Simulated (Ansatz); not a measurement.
# KI: the gap from level to level

A database entry relaxed whole under r2SCAN at zero pressure (Fm-3m, No. 225):

```
CELL_PARAMETERS angstrom
0.00000 3.54620 3.54620
3.54620 0.00000 3.54620
3.54620 3.54620 0.00000
ATOMIC_POSITIONS crystal
K 0.00000 0.00000 0.00000
I 0.50000 0.50000 0.50000
```

Its volume is 44.60 Å³ an atom, +1.1 % against the entry's 44.09, which is old or was flagged in a check.

Single points on this cell with plane-wave PAW DFT (Ansatz 0.2.0; r2SCAN 500 eV, hybrids 420 eV; fermi-dirac occupations of width 0.020 eV; no moments): r2SCAN on a 8×8×8 Γ-centred mesh; r2SCAN with spin-orbit coupling on a 8×8×8 Γ-centred mesh; HSE06 on a 6×6×6 Γ-centred mesh; PBE0 on a 6×6×6 Γ-centred mesh.

Question: What does each level give for gap and charges?

Answer: The runs give:

```tsv
level	gap (eV), or kind	pressure (GPa)	Bader charge of K (e)	Bader charge of I (e)
r2SCAN	4.58	0.0	+0.84	-0.84
r2SCAN with spin-orbit coupling	4.27	0.0	+0.84	-0.84
HSE06	4.94	0.3	+0.83	-0.83
PBE0	5.62	0.2	+0.84	-0.84
```

Under r2SCAN the gap is 4.58 eV, over mesh and band path. HSE06 moves it by +0.36 eV and PBE0 by +1.04 eV; PBE0 keeps its exact exchange at long range, which widens the gap over HSE06's by 0.69 eV on their common mesh. Spin-orbit coupling moves the r2SCAN gap by -0.31 eV, which the hybrid values lack.

Caveats: the relaxation kept the start's symmetry; HSE06 is read on its mesh and at the zone's corners, PBE0 on its mesh alone; hybrid pressures are good to a few tenths of a GPa; pressure is positive in compression.
